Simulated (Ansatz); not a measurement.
Data:

BeS (zinc blende, F-43m), a = 4.876 Å, b = 4.876 Å, c = 4.876 Å, α = 90.00°, β = 90.00°, γ = 90.00°; the cell used has 2 atoms.

This is the PBE-relaxed structure.

### Question
All from PBE in the plane-wave PAW code Ansatz, unless another level is named. Predict the hole effective mass, band 3 of 3 at the edge.

### Answer
0.34 along [100], 0.22 along [110], 0.20 along [111] (mₑ).

### Question
What about the smallest direct gap on the standard path?

### Answer
5.61 eV.

### Question
And the band gap?

### Answer
3.15 eV (indirect).

### Question
Next, the weight of the conduction-edge state by species (Voronoi cells)?

### Answer
Be 61 %, S 39 %.

### Question
And the weight of the valence-edge state by species (Voronoi cells)?

### Answer
S 80 %, Be 20 %.

Symmetry was held in the PBE relaxation; phonons on a q-mesh show no instability. The volume moved by 29 % from the start of the relaxation.

Potentials: the later of the program's two PAW sets.
